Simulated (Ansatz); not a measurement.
## VN₂: pressure against volume

VN₂, I4/mcm, a = 4.261 Å, c = 4.911 Å. The structure is a COD entry; whether it is the stable form wasn't checked. Ansatz: PBEsol, PAW, 420 eV, Γ-centred 12×12×12 mesh on 6 atoms, Gaussian smearing 0.10 eV; no spin polarisation. Shape and atoms are relaxed at each volume; pressure is positive in compression.

```
V (Å³/atom) P (GPa)
      6.983        ?
      7.206    11.18
      7.428     0.02
      7.651    -9.41
      7.874   -17.34
```

**Question.** Take V0 = 7.428 Å³/atom, count pressures from its P0 = 0.02 GPa, fit the third-order Birch–Murnaghan form to the other rows, and predict the missing pressure.

**Answer.** With the Eulerian strain f = ½[(V0/V)^(2/3) − 1] and y = (P − P0)/[3f(1 + 2f)^(5/2)], the form is the line y = B0 + 1.5 B0 (B0′ − 4) f. Rows (f, y): 0.01022, 346.0; -0.00976, 338.3; -0.01906, 334.6. Means f = -0.006200, y = 339.63; Σ(Δf)² = 0.0004477, ΣΔfΔy = 0.1740; the slope is their ratio. y = 342.0 + 388.7 f GPa, so B0 = 342.0 GPa and B0′ = 4 + 2 × (388.7)/(3 × 342.0) = 4.76. At V = 6.983, f = 0.02102, y = 350.17 and P = 24.50 GPa. The run gave 24.38 GPa, so the fit is 0.12 GPa too high, a small miss on the scale of the series. The form still works here, 33 % of the fitted range beyond its end.